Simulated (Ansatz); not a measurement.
Total density of states per atom from PBEsol in the plane-wave PAW code Ansatz, in 0.25 eV bins, energy from the Fermi level:

| E (eV) | states/eV/atom |
|---|---|
| -7.85 | 0.00 |
| -7.60 | 0.04 |
| -7.35 | 0.07 |
| -7.10 | 0.09 |
| -6.85 | 0.12 |
| -6.60 | 0.20 |
| -6.35 | 1.55 |
| -6.10 | 2.87 |
| -5.85 | 3.20 |
| -5.60 | 2.33 |
| -5.35 | 2.63 |
| -5.10 | 2.61 |
| -4.85 | 3.14 |
| -4.60 | 2.69 |
| -4.35 | 2.44 |
| -4.10 | 3.01 |
| -3.85 | 2.70 |
| -3.60 | 2.26 |
| -3.35 | 1.38 |
| -3.10 | 0.31 |
| -2.85 | 0.25 |
| -2.60 | 0.20 |
| -2.35 | 0.27 |
| -2.10 | 0.31 |
| -1.85 | 0.34 |
| -1.60 | 0.35 |
| -1.35 | 0.36 |
| -1.10 | 0.36 |
| -0.85 | 0.35 |
| -0.60 | 0.41 |
| -0.35 | 0.43 |
| -0.10 | 0.39 |
| 0.15 | 0.28 |
| 0.40 | 0.22 |
| 0.65 | 0.19 |
| 0.90 | 0.47 |
| 1.15 | 1.01 |
| 1.40 | 0.94 |
| 1.65 | 1.17 |
| 1.90 | 1.60 |
| 2.15 | 0.75 |
| 2.40 | 0.52 |
| 2.65 | 0.58 |
| 2.90 | 0.36 |
| 3.15 | 0.29 |
| 3.40 | 0.27 |
| 3.65 | 0.28 |
| 3.90 | 0.33 |
| 4.15 | 0.31 |
| 4.40 | 0.24 |
| 4.65 | 0.17 |

Problem. Which of these materials gives this?
A) EuO, rock salt
B) ScAg4, I4/m (Ag on 8h, Sc on 2a)
C) KMgF3, cubic perovskite
D) Ag2O, Pn-3m (Ag on 4c, O on 2a)

Solution. B, ScAg4, I4/m (Ag on 8h, Sc on 2a). Within 0.5 eV of the Fermi level: Sc 3d 48 %, Ag 5s 13 %, Ag 4d 8 %, Sc 4s 7 %, outside the projected shells 23 %. Projections are on Löwdin-orthogonalised atomic valence shells; empty p or d shells of many metals are not among them.

The workflow started from an entry of the Crystallography Open Database (COD). Its standing as an ambient phase is unchecked. Symmetry was held in the PBEsol relaxation; of distortions, only those at the zone centre were tested. No spin polarisation was allowed. Scalar-relativistic: spin–orbit coupling is off unless named, which matters more the heavier the elements.

Potentials: the later of the program's two PAW sets.
